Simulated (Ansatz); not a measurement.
According to r²SCAN (plane waves, PAW; program Ansatz), AlV$_{2}$C in the hexagonal phase (P6_3/mmc; Al on 2d, V on 4f, C on 2a) relaxes to a = 2.887 Å, c = 13.112 Å. Al has 12 nearest neighbours from 2.73 Å (anticuboctahedral); C has 6 nearest neighbours from 2.01 Å (octahedral). Against the elements it lies at -590 meV/atom, with no fitted shifts.

Electronic character: metallic (no gap). The magnetic state found is non-magnetic (starting moments vanished).

An equation-of-state fit gives a bulk modulus of 184 GPa. Bader charges are Al -0.31, V +1.04, C -1.77 e.

Symmetry was held in the r²SCAN relaxation. The workflow began spin-polarised and lost its moments. The references are the lowest solids computed at this level, not always the standard phases.

Potentials: the later of the program's two PAW sets.
